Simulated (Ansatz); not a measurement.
Values for one crystal, relaxed and computed with r²SCAN in the plane-wave PAW code Ansatz; other levels are named.

Volume per atom: 17.64 Å³
Band gap: 1.74 eV (smallest direct gap 1.76 eV)
Hole effective mass: 1.9, 2.1, 7.7 mₑ (principal values)
HSE06 gap on the r²SCAN cell: 2.71 eV
Gap with spin–orbit coupling: 1.74 eV
Valence-band maximum: off the standard path, at k = (0.146, -0.146, -0.094) in fractions of the reciprocal vectors
Formation energy from the elements (no fitted shifts): -1554 meV/atom

**Question.** Which compound is it?
A) ZnGaNO, P3m1 (Pearson symbol hP8)
B) In2O3, C2/c (In on 8f, O on 8f, O on 4e)
C) CaAlHO2, P4/mmm (Ca on 1d, Al on 1a, O on 2f, H on 1b)
D) SiO2, P3_221 (Si on 3a, O on 6c)

**Answer.** B, In2O3, C2/c (In on 8f, O on 8f, O on 4e)

The start of the workflow was typed in or built on a structure type; neither database checked (COD, Materials Project) lists it. It is not the phase usual at ambient conditions (space group No. 206). Symmetry was held in the r²SCAN relaxation; its stability against distortions is not shown here. The references are the lowest solids computed at this level, not always the standard phases (solids in place of the gases). Spin–orbit coupling is left out wherever it is not named.

Potentials: the earlier of the program's two PAW sets. The files were generated under PBE; for other functionals the program regenerates the frozen cores, and for LDA and PBEsol the local potential too.
